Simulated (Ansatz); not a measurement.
# Data sheet: TaSi2 (DFT)

TaSi₂:
```
CELL_PARAMETERS angstrom
     -3.05583     3.05583     2.71022
      3.05583    -3.05583     2.71022
      3.05583     3.05583    -2.71022
ATOMIC_POSITIONS crystal
  Si 0.64384 0.14384 0.78767
  Si 0.85616 0.64384 0.50000
  Si 0.14384 0.35616 0.50000
  Si 0.35616 0.85616 0.21233
  Ta 0.25000 0.25000 0.00000
  Ta 0.75000 0.75000 0.00000
```

Space group I4/mcm (No. 140); conventional cell a = 6.112 Å, b = 6.112 Å, c = 5.420 Å, α = 90.00°, β = 90.00°, γ = 90.00°.

Method: DFT-PBE in the program Ansatz with PAW potentials. The cell and atoms are relaxed at this level. Other levels are named where they apply.

### Cell and energy

Volume per atom: 16.87 Å³
Density: 7.78 g/cm³
Formation energy from the elements (no fitted shifts): 0.031 eV/atom

### Electronic structure

- Electronic character: metallic (no gap)
- Density of states at the Fermi level: 0.80 states/eV per atom (mean over ±0.08 eV)

### Mechanics

Bulk modulus (Birch–Murnaghan fit): 145 GPa
Pressure derivative B′: 4.1

The cell is a constructed one: a structure type filled with these elements; neither database checked (COD, Materials Project) lists it. COD files the formula under space group No. 180, 181, so this cell is another polymorph or a model. Whether it is the stable phase at ambient conditions was not checked. Symmetry was held in the PBE relaxation; its stability against distortions is not shown here. The run is not spin-polarised. The references are the lowest solids computed at this level, not always the standard phases. Scalar-relativistic: spin–orbit coupling is off unless named, which matters more the heavier the elements.

Potentials: the later of the program's two PAW sets.
